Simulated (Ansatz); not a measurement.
The cell below belongs to a search over invented structures; it isn't taken from experiment.

Input and command of a plane-wave DFT calculation in Ansatz:

```yaml
crystal:
  lattice:
    - [3.9447136851, 0.0, 0.0]
    - [0.0, 3.9447136851, 0.0]
    - [0.0, 0.0, 6.4985391181]
  atoms:
    - { symbol: Si, position: [0.0, 0.0, 0.5] }
    - { symbol: Ru, position: [0.0, 0.0, 0.0] }
    - { symbol: Ru, position: [0.5, 0.0, 0.7142525574] }
    - { symbol: Ru, position: [0.0, 0.5, 0.7142525574] }
    - { symbol: Ru, position: [0.5, 0.0, 0.2857474426] }
    - { symbol: Ru, position: [0.0, 0.5, 0.2857474426] }
    - { symbol: Pd, position: [0.5, 0.5, 0.0] }
basis:
  ecutwfc: 500
kpoints:
  mp_grid: { grid: [8, 8, 6] }
hamiltonian:
  xc: r2scan
scf:
  occupations: { method: gaussian, width: 0.1 }
output:
  forces: true
  stress: true
  eigenvalues: true
```

```bash
ansatz run input.yaml --threads 1 --pin off --max-ram 2560MiB --backend cpu --events-out ev --progress --plain --runs-dir out
```

Processor: Intel(R) Xeon(R) Processor @ 2.50GHz (Skylake/Cascade Lake), 1 thread, on a host shared with other jobs.

Question: How long does it run, and how much memory does it take?

Answer: About 110 s, peak memory 0.77 GiB. It solves 62 bands at 60 k points (after reduction by symmetry) with about 2551 plane waves, in 10 SCF iterations.
